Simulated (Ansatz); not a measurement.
Te2W:
```yaml
crystal:
  lattice:
    - [3.47541, 0.00000, 0.00000]
    - [-1.73770, 3.00979, 0.00000]
    - [0.00000, 0.00000, 13.83177]
  atoms:
    - { symbol: Te, position: [0.33333, 0.66667, 0.88041] }
    - { symbol: Te, position: [0.66667, 0.33333, 0.11959] }
    - { symbol: Te, position: [0.66667, 0.33333, 0.38041] }
    - { symbol: Te, position: [0.33333, 0.66667, 0.61959] }
    - { symbol: W, position: [0.33333, 0.66667, 0.25000] }
    - { symbol: W, position: [0.66667, 0.33333, 0.75000] }
```

Relaxed with LDA. Special points in fractions of this cell's reciprocal vectors: Γ (0.000, 0.000, 0.000); M (0.500, 0.000, 0.000); K (0.333, 0.333, 0.000); A (0.000, 0.000, 0.500); L (0.500, 0.000, 0.500); H (0.333, 0.333, 0.500).

**Question.** List the band energies nearest the valence-band maximum at these points for plane-wave PAW LDA with spin–orbit coupling (Ansatz code).

**Answer.** In eV from the valence-band maximum; about four levels below and three above (degenerate sets whole), none deeper than 8.9 eV; points with the same levels are listed once.

```tsv
k	below	above
Γ	-0.66 -0.66 -0.04 -0.04	2.56 2.56 2.68 2.68
M	-0.77 -0.77 -0.49 -0.49	1.51 1.51 1.53 1.53
K	-0.59 -0.59 0.00 0.00	0.82 0.82 0.95 0.95
A	-0.19 -0.19 -0.19 -0.19	2.60 2.60 2.60 2.60
L	-0.64 -0.64 -0.64 -0.64	1.53 1.53 1.53 1.53
H	-0.56 -0.56 -0.11 -0.11	0.89 0.89 0.95 0.95
```

Space group P6_3/mmc. The first step of the workflow began from a Materials Project structure, measured or hypothetical; the Crystallography Open Database copy checked does not list it. COD files the formula under space group No. 31, so this cell is another polymorph or a model. Whether it is the stable phase at ambient conditions was not checked. The cell was relaxed with LDA under the symmetry of its start; whether a distortion lowers the energy is not shown. No spin polarisation was allowed. A crystal of weakly bound layers computed without a dispersion correction: the cell and the soft elastic constants depend strongly on that.

Potentials: the later of the program's two PAW sets.
